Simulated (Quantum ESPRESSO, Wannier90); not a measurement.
Wannier functions of InHO$_{2}$ (Pmn2₁)

```
begin unit_cell_cart
ang
    3.2985000000    0.0000000000    0.0000000000
    0.0000000000    4.5905200000    0.0000000000
    0.0000000000    0.0000000000    5.3021300000
end unit_cell_cart
begin atoms_frac
In   0.0000000000 -0.2720600000  0.0003500000
In   0.5000000000  0.2720600000 -0.4996500000
H    0.0000000000 -0.1989000000  0.4791100000
H    0.5000000000  0.1989000000 -0.0208900000
O    0.0000000000 -0.4771800000 -0.3614900000
O    0.5000000000  0.4771800000  0.1385100000
O    0.0000000000 -0.0184200000  0.3640300000
O    0.5000000000  0.0184200000 -0.1359700000
end atoms_frac
```

Materials Project entry mp-504535; symmetrised, unrelaxed at this level. COD (Crystallography Open Database) has an entry of this formula and space group (matched by these alone). Computed values, not measurements, from PBEsol: Quantum ESPRESSO (norm-conserving PseudoDojo potentials, cutoff 68 Ry, spinors with spin-orbit coupling) on a Γ-centred 6×4×4 mesh, then Wannier90. Density: 10×8×6 mesh, Gaussian smearing 0.01 Ry.

Bands 9-16 form an isolated set from -12.64 to -12.05 eV relative to the valence-band maximum (on the path) and are turned into 8 Wannier functions by minimising the spread from the start: SCDM (isolated).

Task: Where do the functions sit, how wide are they and what are they made of?

Result: 
```json
[
 {"functions": "4", "spread (Å²)": "1.13", "nearest atom, distance (Å)": "In 0.03", "second atom, distance (Å)": "O 2.12", "weight on atomic waves": "In 4d 97 %"},
 {"functions": "2", "spread (Å²)": "1.21", "nearest atom, distance (Å)": "In 0.05", "second atom, distance (Å)": "O 2.09", "weight on atomic waves": "In 4d 96 %"},
 {"functions": "2", "spread (Å²)": "1.26", "nearest atom, distance (Å)": "In 0.05", "second atom, distance (Å)": "O 2.10", "weight on atomic waves": "In 4d 96 %"}
]
```

Ω_I = 9.36 Å², Ω_total = 9.47 Å²; the interpolated bands follow pw.x to 0.2 meV rms on the path. Only this start was tried; a symmetric start can stop on a saddle, and mixtures of these functions could lower the total by at most Ω_total − Ω_I.
